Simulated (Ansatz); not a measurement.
## HfB₂: relaxed-ion elastic tensor

These are results of DFT PBEsol, scalar-relativistic, plane waves, PAW (Ansatz), not measurements. Plane waves to 420 eV; Γ-centred k mesh 18×18×12; Fermi-Dirac smearing of 0.15 eV. No spin polarisation.

Equilibrium structure at this level:
```xyz
3
Lattice="3.1280 0.0000 0.0000 -1.5640 2.7089 0.0000 0.0000 0.0000 3.4460" Properties=species:S:1:pos:R:3 pbc="T T T"
Hf    0.0000    0.0000    0.0000
B     0.0000    1.8059    1.7230
B     1.5640    0.9030    1.7230
```

In a metal, frequencies and elastic constants depend on the k mesh and the smearing, soft modes and shear constants most. Spin–orbit coupling is left out, which can shift energies with elements as heavy as these.

Problem. Give the relaxed-ion elastic constants (GPa, Voigt order xx yy zz yz xz xy, on the axes of the cell above).

Solution.
C11 = 621.1, C12 = 65.1, C13 = 130.2, C22 = 621.1, C23 = 130.2, C33 = 465.9, C44 = 275.9, C55 = 275.9, C66 = 278.0 GPa; the others vanish.

Problem. Is the crystal stable against homogeneous strain?

Solution. Yes: the least eigenvalue of the tensor is 275.9 GPa.

Problem. And the moduli of a polycrystal (Hill averages)?

Solution. B = 261 GPa, G = 254 GPa, E = 576 GPa, ν = 0.13.

Cost: 1 run of about 3.1 core-minutes, on AMD EPYC 9R14 (Zen 4) (shared hosts).